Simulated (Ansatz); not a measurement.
BP:
```yaml
crystal:
  lattice:
    - [3.19078, 0.00000, 0.00000]
    - [-1.59539, 2.76329, 0.00000]
    - [0.00000, 0.00000, 5.29543]
  atoms:
    - { symbol: B, position: [0.66667, 0.33333, 0.50043] }
    - { symbol: B, position: [0.33333, 0.66667, 0.00043] }
    - { symbol: P, position: [0.66667, 0.33333, 0.87457] }
    - { symbol: P, position: [0.33333, 0.66667, 0.37457] }
```

x, y and z are the axes in which the lattice vectors are written.

Problem. Give the proper piezoelectric stress tensor with relaxed ions from plane-wave PAW r²SCAN (Ansatz code).

Solution. In C/m², rows x, y, z, Voigt columns; mesh uncertainty up to 0.01.
```
 0.00   0.00   0.00   0.00   0.10   0.00
 0.00   0.00   0.00   0.10   0.00   0.00
 0.14   0.14  -0.33   0.00   0.00   0.00
```

The elastic tensor of the same run (GPa):

```
 427  57.0  20.2   0.0   0.0   0.0
57.0   427  20.2   0.0   0.0   0.0
20.2  20.2   478   0.0   0.0   0.0
 0.0   0.0   0.0   144   0.0   0.0
 0.0   0.0   0.0   0.0   144   0.0
 0.0   0.0   0.0   0.0   0.0   185
```

Problem. Convert to strain constants d = e·S.

Solution. In pC/N:
```
 0.0   0.0   0.0   0.0   0.7   0.0
 0.0   0.0   0.0   0.7   0.0   0.0
 0.3   0.3  -0.7   0.0   0.0   0.0
```

Space group P6_3mc (wurtzite). The first step of the workflow began from a Materials Project structure, measured or hypothetical; the Crystallography Open Database copy checked does not list it. It is not the phase usual at ambient conditions (space group No. 216). The cell was relaxed with r²SCAN under the symmetry of its start; phonons on a q-mesh show no instability.

Potentials: the earlier of the program's two PAW sets.
